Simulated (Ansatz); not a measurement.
HCN in its lowest state found on the top face of a (111) slab of TaN (Fm-3m (No. 225)), 6 planes, outer planes N (top) and Ta (bottom); 1 a cell of 33.31 Å², its atoms last:

```xyz
27
Lattice="6.2015 0.0000 0.0000 -3.1007 5.3706 0.0000 0.0000 0.0000 26.5450" Properties=species:S:1:pos:R:3 pbc="T T T"
Ta    0.0000    1.7902    8.0000
Ta   -1.5504    4.4755    8.0000
Ta    3.1007    1.7902    8.0000
Ta    1.5504    4.4755    8.0000
N     1.5504    0.8951    9.2659
N     0.0000    3.5804    9.2659
N     4.6511    0.8951    9.2659
N     3.1007    3.5804    9.2659
Ta    1.5504    2.6853   10.5317
Ta    3.1007    0.0000   10.5317
Ta   -1.5504    2.6853   10.5317
Ta    0.0000    0.0000   10.5317
N     3.1973    1.7344   11.8100
N     1.5504    4.5871   11.8100
N    -0.0966    1.7344   11.8100
N    -1.5504    4.4755   11.7737
Ta    3.0609    3.5574   13.0974
Ta    4.6511    0.8951   13.4675
Ta    0.0398    3.5574   13.0974
Ta    1.5504    0.9411   13.0974
N    -1.5504    2.7323   14.0944
N     0.0407   -0.0235   14.0944
N     1.5504    2.6853   14.1030
N     3.0600   -0.0235   14.0944
C    -1.5504    4.4755   17.1481
N    -1.5504    4.4755   18.3059
H    -1.5504    4.4755   16.0740
```

Method: Ansatz, DFT PBE+D3(BJ), scalar-relativistic, plane waves, PAW. Cutoff 420 eV; k points 4×4×1 on the computed 27-atom cell (Γ-centred); Gaussian smearing, width 0.10 eV; no spin polarisation. The cell repeats along c with a dipole correction in the vacuum.

The clean top face has a work function of 5.60 eV. Adsorption changes the slab's dipole along +c by Δp = -0.5293 e·Å a cell (-2.54 D an adsorbate).

(1) What change of work function does the Helmholtz equation give?

(2) How does that compare with the calculation?

(3) What does the sign say about the electrons?

Spin-orbit coupling is left out, which matters for the bands of heavy elements.

## Answers

(1) A sheet of dipoles makes a step in an electron's potential energy of −e·Δp/(ε0·A), and e/ε0 = 180.95 eV·Å for Δp in e·Å: −180.95 × (-0.5293)/33.31 = +2.88 eV. This is the change of φ(top) − φ(bottom). If the bottom face is unmoved, φ(top) becomes 8.47 eV.

(2) φ(top) changes by +2.88 eV and φ(bottom) by +0.01 eV, so their difference changes by +2.87 eV. The bottom face hardly moves.

(3) The change of dipole points into the surface (negative end outward), so the work function rises. The molecule's own dipole can set this sign. Δp also holds the adsorbate's own dipole and the moves of the surface atoms, so it isn't a charge transfer alone.

The reference crystal is the rock-salt form of TaN, which isn't its usual structure.